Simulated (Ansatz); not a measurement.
Here is the system:

CsZn₄As₃:
Space group P4/mmm (No. 123); a = b = 4.0827 Å, c = 10.3290 Å, α = β = γ = 90.00°

| atom | site | symmetry | x | y | z |
|---|---|---|---|---|---|
| Cs | 1b | 4/mmm | 0.0000 | 0.0000 | 0.5000 |
| Zn | 4i | 2mm. | 0.0000 | 0.5000 | 0.1552 |
| As | 2h | 4mm | 0.5000 | 0.5000 | 0.2875 |
| As | 1a | 4/mmm | 0.0000 | 0.0000 | 0.0000 |

This is the LDA-relaxed structure.

### Question
All from LDA (plane waves, PAW; program Ansatz), unless another level is named. Estimate the electronic character.

### Answer
no gap, with almost no states at the Fermi level (zero-gap or semimetallic).

### Question
Predict the formation energy from the elements (no fitted shifts).

### Answer
-0.29 eV/atom.

The workflow started from an entry of the Crystallography Open Database (COD, 200 K). Its standing as an ambient phase is unchecked. The LDA relaxation kept the symmetry of its start; of distortions, only those at the zone centre were tested. A small band overlap can be real or an error of a semilocal functional. The references are the lowest solids computed at this level, not always the standard phases. Scalar-relativistic: spin–orbit coupling is off unless named, which matters more the heavier the elements.

Potentials: the later of the program's two PAW sets.
